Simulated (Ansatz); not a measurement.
C (space group P6_3/mmc)

```
C
1.0
    4.88987     0.00000     0.00000
   -1.22247     2.11738     0.00000
    0.00000     0.00000     6.63682
C
8
Direct
  0.00000   0.00000   0.25000
  0.50000   0.00000   0.25000
  0.00000   0.00000   0.75000
  0.50000   0.00000   0.75000
  0.16667   0.66667   0.25000
  0.66667   0.66667   0.25000
  0.33333   0.33333   0.75000
  0.83333   0.33333   0.75000
```

A phonon eigenvector at M = (0.5, 0.0, 0.0) is frozen into this cell: atom i moves by Q times the vector below, so Q is the largest atomic displacement, in Å. The cell is held. (q is in reciprocal vectors of the primitive cell; the cell shown is doubled to hold the pattern.)

```
atom      x      y       z
----  -----  -----  ------
C1    0.000  0.000   0.995
C2    0.000  0.000  -0.995
C3    0.000  0.000   0.995
C4    0.000  0.000  -0.995
C5    0.000  0.000  -1.000
C6    0.000  0.000   1.000
C7    0.000  0.000   1.000
C8    0.000  0.000  -1.000
```

Calculation: LDA (plane waves to 420 eV, PAW, scalar-relativistic; Ansatz, a program for electronic structure). k mesh 15×15×5 (Γ-centred), Fermi-Dirac smearing 0.05 eV. Energies are smeared free energies. With partly filled bands, energies and forces of such displacements shift with the k mesh and the smearing. C was relaxed with its symmetry unable to fall. The zero of ΔE is the undisplaced structure. The last digit holds for this mesh only.

| Q (Å) | ΔE (meV/cell) |
|---|---|
| -0.2800 | withheld |
| -0.2333 | 4383.0 |
| -0.1867 | 2713.4 |
| -0.1400 | 1475.7 |
| -0.0933 | 637.0 |
| -0.0467 | 156.1 |
| 0.0000 | 0.0 |
| 0.0467 | 156.1 |
| 0.0933 | 637.0 |
| 0.1400 | 1475.7 |
| 0.1867 | 2713.4 |
| 0.2333 | 4383.0 |
| 0.2800 | withheld |

**Question.** Fit an even polynomial form (powers 2, 4, 6) to the given rows and predict ΔE at Q = -0.2800.

**Answer.** Least squares on the 11 given rows: ΔE = (71360)·Q² + (217800)·Q⁴ + (-906500)·Q⁶, in meV/cell with Q in Å; root-mean-square residual 0.28 meV/cell. At -0.2800 the fit gives 6496.5 meV/cell; the calculation gives 6490.9 meV/cell, so the extrapolation is off by 5.6 (+0.1 %). The quadratic term alone would give 5594.6 meV/cell.

(For displaced atoms, the force is minus the slope of the energy, and its curvature is a force constant, which sets phonon frequencies.)
